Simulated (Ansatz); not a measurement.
Zincblende alloy of GaAs and GaSb (4 of 32 As sites exchanged), 64 atoms

Ansatz, PAW, plane waves. PBEsol relaxation of volume and atoms (shape held) at the single k point (¼, ¼, ¼) without its symmetry partners; single points on the relaxed atoms at the single k point (¼, ¼, ¼) without its symmetry partners, onto which points of the small cell's zone fold. Arrangement: random. No spin–orbit coupling unless named.

Relaxed structure:

```xyz
64
Lattice="11.4318 0.0000 0.0000 0.0000 11.4318 0.0000 0.0000 0.0000 11.4318" Properties=species:S:1:pos:R:3 pbc="T T T"
Ga   11.2787    0.0011   11.4165
Ga    0.0125   11.4145    5.7177
Ga    0.0090    5.7148   11.4184
Ga    0.0092    5.6991    5.7170
Ga    5.7196   11.4161   11.4177
Ga    5.6582    0.0736    5.7882
Ga    5.7312    5.6987   11.4197
Ga    5.6375    5.7819    5.7874
Ga    2.9166    2.9287   11.3401
Ga    2.8376    2.8768    5.7044
Ga    2.9161    8.4919    0.0633
Ga    2.8407    8.5715    5.7275
Ga    8.5537    2.8806   11.4159
Ga    8.6321    2.7841    5.7978
Ga    8.5596    8.5735   11.4120
Ga    8.6292    8.4956    5.7747
Ga    2.9174   11.3373    2.9285
Ga    2.9121    0.0763    8.5139
Ga    2.8401    5.6913    2.8668
Ga    2.8430    5.7252    8.5698
Ga    8.6252    0.0712    2.7979
Ga    8.5572   11.4116    8.5738
Ga    8.6320    5.7968    2.7807
Ga    8.5588    5.6898    8.5871
Ga   11.3698    2.9469    2.9384
Ga    0.0068    2.8607    8.5805
Ga    0.0117    8.5793    2.8629
Ga   11.3655    8.4864    8.5018
Ga    5.6389    2.7839    2.7830
Ga    5.7367    2.8791    8.5712
Ga    5.6662    8.4807    2.7989
Ga    5.7138    8.5826    8.5884
Sb    1.4299    1.4430    1.4426
Sb    1.4237    9.9789    9.9857
Sb    7.1414    4.2852    4.2856
Sb    7.1376    9.9994    4.2904
As    1.4234    1.4510    7.1231
As    1.4248    7.1174    1.4497
As    1.4202    7.1195    7.1232
As    7.1379    1.4296    1.3820
As    7.1447    1.4244    7.1869
As    7.1424    7.1404    1.3759
As    7.1398    7.1374    7.1890
As    4.2793    4.3002    1.4051
As    4.2595    4.2850    7.1646
As    4.3096    9.9688    1.4273
As    4.2805   10.0036    7.1498
As   10.0010    4.3078    1.4040
As   10.0172    4.2849    7.1656
As    9.9737    9.9776    1.4291
As    9.9975    9.9925    7.1424
As    4.2559    1.4281    4.3025
As    4.3307    1.4497    9.9777
As    4.2369    7.1382    4.2873
As    4.3045    7.1177   10.0016
As   10.0225    1.4247    4.3111
As    9.9490    1.4520    9.9731
As   10.0420    7.1367    4.2882
As    9.9784    7.1178    9.9971
As    1.4235    4.3051    4.3058
As    1.4261    4.3083    9.9759
As    1.4272    9.9761    4.3089
As    7.1374    4.2869    9.9986
As    7.1399    9.9982    9.9991
```

(1) What are the mean bond lengths by pair (pairs within 1.2 times the sum of covalent radii, less contacts 15 % beyond the pair's median; cation–cation pairs of compounds aside; long ionic contacts are cut short by that bound)?

(2) What gap lies between the top filled and the lowest empty level in the single points?

Results:

(1) As–Ga 2.459 ± 0.012 Å (standard deviation, 112 bonds); Ga–Sb 2.593 ± 0.008 Å (standard deviation, 16 bonds).

(2) r²SCAN 1.54 eV (14 s on NVIDIA H100). Away from Γ this isn't the crystal's band gap.
